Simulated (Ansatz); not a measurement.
Relaxation of a relaxed MgB2 cell displaced along its unstable phonon at q = Γ (147i cm⁻¹), largest move 0.15 Å; 6 atoms in the cell, which starts as P-1 (No. 2), aP6; a = 3.0373 Å, b = 3.1387 Å, c = 7.5714 Å, α = 96.90°, β = 90.00°, γ = 118.94°. Calculation: PBEsol (plane waves to 420 eV, PAW, scalar-relativistic; Ansatz, an electronic-structure program). Γ-centred k-mesh 12×12×5 on the run's cell (coarser than for final values), Fermi–Dirac smearing 0.05 eV. This is the first round of the run. 

The optimiser's lines from the output (shortened; P is positive under compression):

```
relax step   1: F+E_penalty+E_count = -4434.81424724 eV  Δ(F+E_penalty+E_count) = +0.000e0 eV  max|allowed force component| = 3.814e-1 eV/Å  Δτ_max = 0.0000 Å  P = -0.065 GPa  Ω = 62.571 Å³  (7 SCF iters, dr2 threshold 1.00e-7 eV, accepted)
relax step   2: F+E_penalty+E_count = -4434.84757906 eV  Δ(F+E_penalty+E_count) = -3.333e-2 eV  max|allowed force component| = 1.764e-1 eV/Å  Δτ_max = 0.0216 Å  P = -0.300 GPa  Ω = 62.921 Å³  (6 SCF iters, dr2 threshold 6.00e-7 eV, accepted)
relax step   3: F+E_penalty+E_count = -4434.86316888 eV  Δ(F+E_penalty+E_count) = -1.559e-2 eV  max|allowed force component| = 1.600e-1 eV/Å  Δτ_max = 0.0169 Å  P = +0.105 GPa  Ω = 62.566 Å³  (6 SCF iters, dr2 threshold 6.00e-7 eV, accepted)
relax step   4: F+E_penalty+E_count = -4434.87597482 eV  Δ(F+E_penalty+E_count) = -1.281e-2 eV  max|allowed force component| = 7.760e-2 eV/Å  Δτ_max = 0.0621 Å  P = -0.124 GPa  Ω = 62.740 Å³  (6 SCF iters, dr2 threshold 6.00e-7 eV, accepted)
relax step   5: F+E_penalty+E_count = -4434.87788683 eV  Δ(F+E_penalty+E_count) = -1.912e-3 eV  max|allowed force component| = 2.528e-2 eV/Å  Δτ_max = 0.0127 Å  P = +0.013 GPa  Ω = 62.734 Å³  (5 SCF iters, dr2 threshold 6.00e-7 eV, accepted)
relax step   6: F+E_penalty+E_count = -4434.87813217 eV  Δ(F+E_penalty+E_count) = -2.453e-4 eV  max|allowed force component| = 4.498e-3 eV/Å  Δτ_max = 0.0104 Å  P = +0.006 GPa  Ω = 62.725 Å³  (4 SCF iters, dr2 threshold 1.13e-7 eV, accepted)
relax step   7: F+E_penalty+E_count = -4434.87813038 eV  Δ(F+E_penalty+E_count) = +1.789e-6 eV  max|allowed force component| = 1.867e-3 eV/Å  Δτ_max = 0.0007 Å  P = +0.000 GPa  Ω = 62.733 Å³  (4 SCF iters, dr2 threshold 7.58e-9 eV, accepted)
relax step   8: F+E_penalty+E_count = -4434.87904429 eV  Δ(F+E_penalty+E_count) = -9.139e-4 eV  max|allowed force component| = 2.214e-3 eV/Å  Δτ_max = 0.0000 Å  P = +0.017 GPa  Ω = 62.733 Å³  stress off target by 9.16e-2 GPa  SCF on the basis re-selected at this cell (its energy is not comparable with the rows above)  (6 SCF iters)
relax step   9: F+E_penalty+E_count = -4434.87905578 eV  Δ(F+E_penalty+E_count) = -1.149e-5 eV  max|allowed force component| = 1.042e-3 eV/Å  Δτ_max = 0.0020 Å  P = +0.001 GPa  Ω = 62.737 Å³  (4 SCF iters, dr2 threshold 2.10e-8 eV, accepted)
relax step  10: F+E_penalty+E_count = -4434.87906157 eV  Δ(F+E_penalty+E_count) = -5.789e-6 eV  max|allowed force component| = 1.034e-3 eV/Å  Δτ_max = 0.0000 Å  P = +0.001 GPa  Ω = 62.737 Å³  stress off target by 8.14e-3 GPa  SCF on the basis re-selected at this cell (its energy is not comparable with the rows above)  (5 SCF iters)
```

From the first to the last row the energy changes by -0.01 eV/atom and the volume by +0.3 %. The last row is marked as not comparable with the walk above it, whose basis was carried along; it does compare with step 1, since both stand on a basis selected at the nominal cutoff for their own cell.

Later rounds, restarted from the end of this one on a renewed k-mesh, logged 6 more steps and released under 0.01 eV/atom more. The final structure after all rounds: P-1 (No. 2), aP6; a = 3.1015 Å, b = 3.1031 Å, c = 7.5416 Å, α = 81.60°, β = 87.93°, γ = 60.94°. Between re-selections the logged energies stand on a plane-wave basis carried along with the cell. No spin polarisation in the result.

The run could not lose the symmetry of its start, so the end can be a saddle point.

The relaxed structure here is a generated cell of MgB2: the first start was made by placing the elements on the sites of a structure type, and the end was not matched to a known phase here, so it may be hypothetical. Known forms of MgB2 include space group No. 191.
